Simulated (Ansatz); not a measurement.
**P (diamond): energy against volume**

Level of theory: Ansatz, DFT, r2SCAN, plane waves (500 eV) with PAW, scalar-relativistic. The PAW files were generated under PBE, with cores re-solved for the functional.

The cell is scaled uniformly from the relaxed one, with fractional coordinates and shape fixed. Energies are extrapolated to zero smearing, pressures are those at the given smearing. Magnetic state: spin not included.

A Birch-Murnaghan fit gives V₀ = 19.95 Å³/atom, B₀ = 46 GPa, B₀′ = 4.2.

Task: What are the energy above the minimum and the pressure at 17.544 Å³/atom?

Result: 51.8 meV/atom and 7.64 GPa as computed.

Task: What are the energy above the minimum and the pressure at 19.139 Å³/atom?

Result: 5.0 meV/atom and 2.15 GPa as computed.

Task: What are the energy above the minimum and the pressure at 20.734 Å³/atom?

Result: 4.2 meV/atom and -1.53 GPa as computed.
